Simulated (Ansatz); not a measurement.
# BiTe: tetragonal deformation path

Theory: Ansatz, DFT r2SCAN, scalar-relativistic, plane waves, PAW. The runs took a 500 eV cutoff, a Γ-centred 14×14×14 mesh and Gaussian smearing (0.15 eV). Spin–orbit coupling is left out, which can shift energies with elements as heavy as these. No spin polarisation. Energies are free energies at this smearing, counted from the undisturbed cell; pressure is positive in compression.

Reference structure (as given, not relaxed at this level; it stands at 0.0 GPa, and it needn't be the usual structure):

```
Bi Te
1.0
     0.00000    3.23500    3.23500
     3.23500    0.00000    3.23500
     3.23500    3.23500    0.00000
Bi Te
1 1
Direct
  0.00000 0.00000 0.00000
  0.50000 0.50000 0.50000
```

At fixed volume and fractional coordinates, lengths along (0.000, 0.000, 1.000) are scaled against those across it; ρ is that ratio over its starting value. The cell is metallic on the mesh throughout.

```csv
ρ,ΔE (meV/atom),pressure (GPa)
0.707,1138.6,16.1
0.780,531.3,8.3
0.850,181.1,3.0
0.920,43.5,0.7
1.000,0.0,0.0
1.100,?,?
1.200,150.9,2.9
1.300,?,?
1.414,434.6,10.6
```

Problem. Give the withheld values.

Solution. ΔE (meV/atom) at ρ = 1.100: 48.5; pressure (GPa) at ρ = 1.100: 0.8; ΔE (meV/atom) at ρ = 1.300: 263.8; pressure (GPa) at ρ = 1.300: 5.8.